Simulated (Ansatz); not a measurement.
# Equation of state of barium, omega (AlB2-type)

Theory: DFT, BLYP, plane waves (420 eV) with PAW, scalar-relativistic in Ansatz. (PAW data from PBE, frozen cores regenerated.)

The cell is scaled uniformly from the relaxed one, with fractional coordinates and shape fixed. Energies are extrapolated to zero smearing, pressures are those at the given smearing. Magnetic state: spin not included.

```csv
V (Å³/atom),E − E₀ (meV/atom),P (GPa)
59.099,28.2,1.24
61.785,11.8,0.77
64.471,2.8,0.37
67.157,0.0,0.03
69.844,2.5,-0.26
72.530,9.4,-0.50
75.216,20.1,-0.71
```

Problem. Fit a third-order Birch-Murnaghan equation.

Solution. V₀ = 67.17 Å³/atom, B₀ = 7.8 GPa, B₀′ = 3.2.
